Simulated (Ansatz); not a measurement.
A scan (energy over volume and axial ratio; atoms clamped) gave these values. Method: PBE (plane waves to 420 eV, PAW, scalar-relativistic; Ansatz, a first-principles code).

| Property | Result |
|---|---|
| Shear modulus C′ = (C11 − C12)/2 (fit, atoms clamped) | 31 GPa |

Problem. Of these crystals, all scanned alike, which one is it?
A. LiF (rock salt)
B. HgSe (zinc blende)
C. FeO (rock salt)

Solution. A, LiF (rock salt). The others have, for the shear modulus C′ = (C11 − C12)/2: FeO 60 GPa, HgSe 7 GPa

All were relaxed with their symmetry unable to fall. At this level the bands of HgSe touch or barely overlap. FeO is run spin-polarised and with no Hubbard U; the real compound is an antiferromagnetic insulator, a state that this run doesn't describe. Relaxed FeO ends ferromagnetic. Spin-orbit coupling is left out. The relaxed volume of HgSe is well above the measured one; the method has no dispersion term. Other magnetic orders were not checked, so this need not be the ground state. (This holds for the magnetic or f-shell members.)

(A scan under strain: stresses follow from slopes of the energy per volume, elastic moduli from its curvatures.)
